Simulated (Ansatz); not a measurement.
ZnSnO$_{3}$:
Space group R3c, hexagonal axes (No. 161); a = 5.278 Å, b = 5.278 Å, c = 14.011 Å, α = 90.00°, β = 90.00°, γ = 120.00°

```tsv
atom	site	symmetry	x	y	z
Zn	6a	3.	0.0000	0.0000	0.2050
Sn	6a	3.	0.0000	0.0000	0.4874
O	18b	1	0.0261	0.3685	0.2524
```
(The calculation used a cell of 10 atoms; values per cell refer to that cell.)

Relaxed with PBEsol. PBEsol in the plane-wave PAW code Ansatz gives a gap of 1.25 eV.

Q: What gap does HSE06 give on the same cell (Ansatz, PAW)?

A: 3.05 eV, 1.81 eV more. The hybrid was solved on a coarser mesh and at special points; its gap is the smallest among all of these.

```tsv
k	v1 PBEsol	c1 PBEsol	v1 HSE06	c1 HSE06
Γ	0.00	1.25	0.00	3.05
T	-0.30	4.29	?	?
L	-0.26	4.47	-0.22	6.46
F	-0.16	4.60	?	?
S0	-0.19	4.71	?	?
H0	-0.25	4.95	?	?
```

Q: Top valence (v1) and lowest conduction level (c1) in eV from each method's valence maximum (which need not be a listed point): supply the withheld HSE06 values.

A: 
- F, v1 HSE06: -0.14
- F, c1 HSE06: 6.61
- S0, v1 HSE06: -0.19
- S0, c1 HSE06: 6.73
- T, v1 HSE06: -0.27
- T, c1 HSE06: 6.25
- H0, v1 HSE06: -0.25
- H0, c1 HSE06: 7.00

Cost on shared cores: the PBEsol run (SCF on a 7×7×7 mesh, then bands and DOS) around 3 core-minutes (rough), the HSE06 run (SCF on 4×4×4, then a few points) very roughly 8 core-minutes; the tasks are unlike.

Symmetry was held in the PBEsol relaxation. Scalar-relativistic: spin–orbit coupling is off unless named, which matters more the heavier the elements.

Potentials: the later of the program's two PAW sets.
